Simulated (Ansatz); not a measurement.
## CsSnI3: gradients before and after relaxing the atoms

Start: a refined structure from the COD, taken as it stands.

```cif
data_CsSnI3
_symmetry_space_group_name_H-M 'Pnma'
_symmetry_Int_Tables_number 62
_cell_length_a 10.3495
_cell_length_b 4.7632
_cell_length_c 17.6840
_cell_angle_alpha 90.000
_cell_angle_beta 90.000
_cell_angle_gamma 90.000
loop_
_atom_site_label
_atom_site_type_symbol
_atom_site_symmetry_multiplicity
_atom_site_Wyckoff_symbol
_atom_site_fract_x
_atom_site_fract_y
_atom_site_fract_z
Cs Cs 4 c 0.9138 0.7500 0.6696
Sn Sn 4 c 0.3430 0.2500 0.5630
I9 I 4 c 0.5306 0.7500 0.6182
I13 I 4 c 0.1666 0.7500 0.5007
I17 I 4 c 0.2039 0.2500 0.7087
```

One atom of each set is listed.

Level of theory: DFT, PBE, plane waves and PAW, scalar-relativistic, 420 eV cutoff, Γ-centred 3×6×2 k-points, Fermi–Dirac smearing 0.02 eV (Ansatz 0.2.0).

The largest force at the start is 0.21 eV/Å. Relaxing the ions at fixed cell moves them by 0.057 Å at most (atom 10, I) and 0.041 Å rms.

```
site  moved (Å)                        first shell before          first shell after  V_zz before (10²¹ V/m²)  η before
  Cs      0.017                        9 I at 3.88–4.07 Å         9 I at 3.86–4.08 Å                     3.50      0.57
  Sn      0.038                        6 I at 2.95–3.46 Å         6 I at 3.02–3.38 Å                    -5.79      0.36
  I9      0.057  3 Sn at 3.22–3.46 Å, 2 Cs at 3.94–4.07 Å        3 Sn at 3.24–3.38 Å                    -9.08      0.47
 I13      0.035                 2 Sn at 3.20 Å, angle 96°  2 Sn at 3.20 Å, angle 96°                    -22.2      0.41
 I17      0.048                            1 Sn at 2.95 Å             1 Sn at 3.02 Å                     30.0      0.30
```

Problem. What are V_zz and η after the relaxation?

Solution. 

```json
{"site": "Cs", "V_zz after": "3.08", "η after": "0.87", "change of V_zz": "-0.42"}
{"site": "Sn", "V_zz after": "-4.37", "η after": "0.46", "change of V_zz": "+1.42"}
{"site": "I9", "V_zz after": "-6.45", "η after": "0.54", "change of V_zz": "+2.63"}
{"site": "I13", "V_zz after": "-22.5", "η after": "0.41", "change of V_zz": "-0.30"}
{"site": "I17", "V_zz after": "28.2", "η after": "0.32", "change of V_zz": "-1.80"}
```

The largest change of V_zz is on I9, from -9.08 to -6.45. In per cent, |V_zz| changes by -12 on Cs, -25 on Sn, -29 to +1 on I (all sites that start above 0.5). Where |V_zz| stays above 0.1, η moves most on Cs, from 0.57 to 0.87.

Without spin–orbit coupling the gradients at and beside I can be off by some per cent, at some sites by more.
